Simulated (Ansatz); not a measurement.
According to plane-wave PAW PBE (Ansatz code), MoS2 in the trigonal phase (R3m; Mo on 3a, S on 3a, S on 3a) relaxes to a = 3.185 Å, c = 22.292 Å. Mo has 6 nearest neighbours from 2.41 Å (trigonal prismatic); S on 3a has 3 nearest neighbours from 2.41 Å (trigonal pyramidal); S on 3a has 3 nearest neighbours from 2.41 Å (trigonal pyramidal). Its formation energy from the elements is -0.89 eV/atom, with no fitted shifts.

The Kohn–Sham gap is 1.45 eV (indirect).

The cell was relaxed with PBE under the symmetry of its start. No spin polarisation was allowed. A crystal of weakly bound layers computed without a dispersion correction: the cell and the soft elastic constants depend strongly on that. The references are the lowest solids computed at this level, not always the standard phases. Spin–orbit coupling is left out wherever it is not named.

Potentials: the earlier of the program's two PAW sets.
